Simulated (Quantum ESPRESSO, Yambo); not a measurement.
# G0W0 results for Mg₂Si

```
CELL_PARAMETERS angstrom
      0.00000     3.16205     3.16205
      3.16205     0.00000     3.16205
      3.16205     3.16205     0.00000
ATOMIC_POSITIONS crystal
  Mg 0.25000 0.25000 0.25000
  Mg 0.75000 0.75000 0.75000
  Si 0.00000 0.00000 0.00000
```

Cell and atoms were relaxed with PBEsol from Materials Project entry mp-1367, within its symmetry.

Starting point: norm-conserving PBEsol (Quantum ESPRESSO, 84 Ry, scalar-relativistic). G0W0 in Yambo: 4×4×4 Γ-centred k mesh, bands 9 to 143 and a 10 Ry block in the screening, 143 bands in G with the Bruneval-Gonze terminator, plasmon pole fitted at 27.2 eV.

| Quantity | Result |
|---|---|
| PBEsol gap along the band path | 0.11 eV |
| PBEsol gap between the mesh's edge points (Γ → X) | 0.11 eV |
| G0W0 gap between the same points | 0.70 eV |
| PBEsol smallest direct gap on the mesh (at Γ) | 1.87 eV |
| G0W0 direct gap at that point | 2.45 eV |

```csv
k point,band,E PBEsol (eV),E QP (eV),shift (eV),Z
Γ,VB,0.00,-0.62,-0.62,0.75
Γ,CB,1.87,1.83,-0.03,0.76
L,VB,-0.71,-1.30,-0.59,0.75
L,CB,1.28,1.37,0.09,0.76
X,VB,-1.97,-2.54,-0.57,0.74
X,CB,0.11,0.08,-0.03,0.77
W,VB,-2.72,-3.21,-0.50,0.74
W,CB,2.62,2.49,-0.13,0.76
```

Energies count from the PBEsol valence-band maximum.

Nearest settings tried, and what they do to the gap: 89 bands in W, 89 bands in G: -29 meV; 2 Ry block (27 vectors against 283): -333 meV. Not varied: mesh. So the settings aren't converged at that level.
